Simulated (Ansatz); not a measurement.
# C (Im-3m), two-dimensional strain map

Theory: DFT r2SCAN, scalar-relativistic, plane waves, PAW in Ansatz. Settings: plane waves to 500 eV, k-mesh 8×8×8 (Γ-centred), Gaussian smearing 0.05 eV. No spin polarisation. Energies are free energies at this smearing, counted from the undisturbed cell; pressure is positive in compression.

The undisturbed cell (relaxed at this level; this bcc form isn't the usual structure):

```
C
1.0
    -2.42911    2.42911    2.42911
     2.42911   -2.42911    2.42911
     2.42911    2.42911   -2.42911
C
8
Direct
  0.32546 0.00000 0.00000
  0.67454 0.67454 0.67454
  0.00000 0.32546 0.00000
  0.00000 0.00000 0.32546
  0.00000 0.67454 0.00000
  0.32546 0.32546 0.32546
  0.67454 0.00000 0.00000
  0.00000 0.00000 0.67454
```

The cell is strained by p along both x and y and by q along z, fractional coordinates fixed. Points are written (p, q).

Energy above the undisturbed cell in meV/atom (a dash: not computed):

| p \ q | -0.030 | -0.015 | 0.000 | 0.015 | 0.030 |
| --- | --- | --- | --- | --- | --- |
| -0.030 | 64.6 | 46.6 | 36.7 | 34.2 | 38.3 |
| -0.015 | 30.2 | 15.5 | 8.9 | 9.4 | 16.4 |
| 0.000 | 15.4 | 3.7 | 0.0 | 3.4 | 13.2 |
| 0.015 | 18.1 | 9.2 | 8.2 | 14.3 | 26.6 |
| 0.030 | 36.5 | 30.1 | 31.7 | 40.2 | 54.9 |

Pressure in GPa:

| p \ q | -0.030 | -0.015 | 0.000 | 0.015 | 0.030 |
| --- | --- | --- | --- | --- | --- |
| -0.030 | 35.5 | 28.8 | 22.7 | 17.2 | 12.1 |
| -0.015 | 22.4 | 16.2 | 10.6 | 5.5 | 0.9 |
| 0.000 | 10.9 | 5.2 | 0.0 | -4.7 | -8.9 |
| 0.015 | 0.9 | -4.4 | -9.2 | -13.5 | -17.4 |
| 0.030 | -7.8 | -12.7 | -17.1 | -21.1 | -24.7 |

Gap on the k-mesh in eV:

| p \ q | -0.030 | -0.015 | 0.000 | 0.015 | 0.030 |
| --- | --- | --- | --- | --- | --- |
| -0.030 | 3.39 | 3.22 | 2.87 | 2.53 | 2.19 |
| -0.015 | 3.16 | 3.29 | 3.16 | 2.84 | 2.51 |
| 0.000 | 2.90 | 3.06 | 3.19 | 3.07 | 2.81 |
| 0.015 | 2.64 | 2.82 | 2.97 | 3.09 | 2.98 |
| 0.030 | 2.38 | 2.57 | 2.74 | 2.88 | 3.00 |

Cost: 25 runs of about 3.4 core-minutes in all, on Arm Neoverse V2 (shared hosts).